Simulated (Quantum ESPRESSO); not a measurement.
pw.x input (Quantum ESPRESSO 7.5; LDA, PseudoDojo standard norm-conserving files, scalar-relativistic):

```
&CONTROL
  calculation = 'scf'
  pseudo_dir = './pseudo'
  outdir = './out'
  tprnfor = .true.
  tstress = .true.
/
&SYSTEM
  ibrav = 0
  nat = 4
  ntyp = 2
  ecutwfc = 84.0
  ecutrho = 336.0
  occupations = 'smearing'
  smearing = 'fd'
  degauss = 0.005
  nbnd = 39
/
&ELECTRONS
  conv_thr = 4e-10
/
ATOMIC_SPECIES
Ti 47.8670 Ti.upf
Pt 195.0840 Pt.upf
CELL_PARAMETERS angstrom
  3.924530000000   0.000000000000   0.000000000000
  0.000000000000   3.924530000000   0.000000000000
  0.000000000000   0.000000000000   3.924530000000
ATOMIC_POSITIONS crystal
Ti   0.000000000000   0.000000000000   0.000000000000
Pt   0.500000000000   0.500000000000   0.000000000000
Pt   0.000000000000   0.500000000000   0.500000000000
Pt   0.500000000000   0.000000000000   0.500000000000
K_POINTS automatic
12 12 12 0 0 0
```

End of the output:

```

[...]
     the Fermi energy is    21.7493 ev
!    total energy              =    -903.07559700 Ry
     estimated scf accuracy    <          9.9E-11 Ry
     smearing contrib. (-TS)   =      -0.00169080 Ry
     internal energy E=F+TS    =    -903.07390620 Ry
     The total energy is F=E-TS. E is the sum of the following terms:
     one-electron contribution =    -204.33331653 Ry
     hartree contribution      =     141.94810363 Ry
     xc contribution           =    -159.24340413 Ry
     ewald contribution        =    -681.44528918 Ry
     convergence has been achieved in  15 iterations
     Forces acting on atoms (cartesian axes, Ry/au):
     atom    1 type  1   force =     0.00000000    0.00000000    0.00000000
     atom    2 type  2   force =     0.00000000    0.00000000    0.00000000
     atom    3 type  2   force =     0.00000000    0.00000000    0.00000000
     atom    4 type  2   force =     0.00000000    0.00000000    0.00000000
     Total force =     0.000000     Total SCF correction =     0.000000
     Computing stress (Cartesian axis) and pressure
          total   stress  (Ry/bohr**3)                   (kbar)     P=     -105.60
  -0.00071783   0.00000000   0.00000000         -105.60        0.00        0.00
   0.00000000  -0.00071783   0.00000000            0.00     -105.60        0.00
   0.00000000   0.00000000  -0.00071783            0.00        0.00     -105.60
```

Spin-orbit coupling is not included.

Geometry of the Materials Project entry, not relaxed at this level.
